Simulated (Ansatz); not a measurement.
## NaHF₂, a database entry at a rescaled volume

```xyz
4
Lattice="5.2377 0.0000 0.0000 4.0281 3.3478 0.0000 4.0281 1.4554 3.0149" Properties=species:S:1:pos:R:3 pbc="T T T"
Na    0.0000    0.0000    0.0000
F     5.5396    2.0015    1.2563
F     7.7543    2.8017    1.7586
H     6.6470    2.4016    1.5074
```

Method: r2SCAN, no spin polarisation; PAW, plane waves to 500 eV, 8×8×8 Γ-centred mesh, gaussian occupations (width 0.191 eV) (Ansatz 0.2.0), atoms fixed.

- Contacts: F–H at 1.20 Å: least valence density 1.03 e/Å³ and ELF 0.72 there, a shared, covalent-like contact. Na–F at 2.38 Å: least valence density 0.10 e/Å³ and ELF 0.01 there, a closed-shell (ionic or weak) contact. These are pseudo-fields; inside the PAW spheres they differ from the all-electron ones.
- Band edges: Within 0.7 eV of the edges, the states project mainly on F p (99 %) below the gap and on Na s (69 %) and F s (14 %) above it.
- Electronic structure: The gap is 7.32 eV, indirect (the least direct gap found is 7.51 eV). A semilocal functional usually gives too small a gap.
- Stress: The pressure is -6.3 GPa (compression positive), so with the atoms held at these fractions the cell would first shrink; the forces are large, so a full relaxation may end otherwise. The principal stresses -13.7, -2.6, -2.6 GPa differ, so its shape would change too.
- Charges: Bader charges in e: Na +0.92, H +0.72, F -0.82. In the mean Na gives up most and F takes most.
- Formation energy: -2.35 eV an atom against the elements' usual phases (free molecules for gases, crystals otherwise, with no correction for O₂ or N₂), so it is bound against them; other compounds may still compete. Relaxing would lower it.
- Forces: The largest is on F2 (and as large on other atoms): 1.27 eV/Å, components (1.16, 0.42, 0.26). It makes 0° with the line to a nearest neighbour, H4 at 1.20 Å, pointing towards it.

Origin: a database entry at a rescaled volume. Caveats: wide smearing.
